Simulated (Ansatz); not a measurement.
# Notes on FeCO₃

```
Fe C O
1.0
     2.16880    1.25215    4.23132
    -2.16880    1.25215    4.23132
     0.00000   -2.50431    4.23131
Fe C O
2 2 6
Direct
  0.00000 0.00000 0.00000
  0.50000 0.50000 0.50000
  0.25000 0.25000 0.25000
  0.75000 0.75000 0.75000
  0.53840 0.96160 0.25000
  0.25000 0.53840 0.96160
  0.96160 0.25000 0.53840
  0.46160 0.03840 0.75000
  0.75000 0.46160 0.03840
  0.03840 0.75000 0.46160
```

Method: r2SCAN, no spin polarisation; PAW, plane waves to 500 eV, 7×7×7 Γ-centred mesh, fermi-dirac occupations (width 0.1 eV) (Ansatz 0.2.0), atoms fixed.

(1) Which element gives electrons and which takes them?

(2) What is the formation energy?

(3) Which orbitals make up the band edges?

(4) Which atom feels the largest force, and which way?

(5) Is there a gap, and of what kind?

Origin: a database entry at a rescaled volume. Caveats: no spin polarisation, so a magnetic state may lie lower; atoms or cell far from equilibrium.

Results:

(1) Bader charges in e: Fe +1.34, C +2.44, O -1.26. In the mean C gives up most and O takes most.

(2) -1.05 eV an atom against the elements' usual phases (free molecules for gases, crystals otherwise, with no correction for O₂ or N₂), so it is bound against them; other compounds may still compete. Relaxing would lower it.

(3) Within 0.7 eV of the edges, the states project mainly on Fe d (87 %) below the gap and on Fe d (50 %), C p (23 %) and O p (22 %) above it.

(4) The largest is on O7 (and as large on other atoms): 1.23 eV/Å, components (-0.62, -1.07, 0.00). It makes 180° with the line to a nearest neighbour, C3 at 1.25 Å, pointing away from it.

(5) The gap is 1.49 eV, indirect (the least direct gap found is 1.64 eV). A semilocal functional usually gives too small a gap.
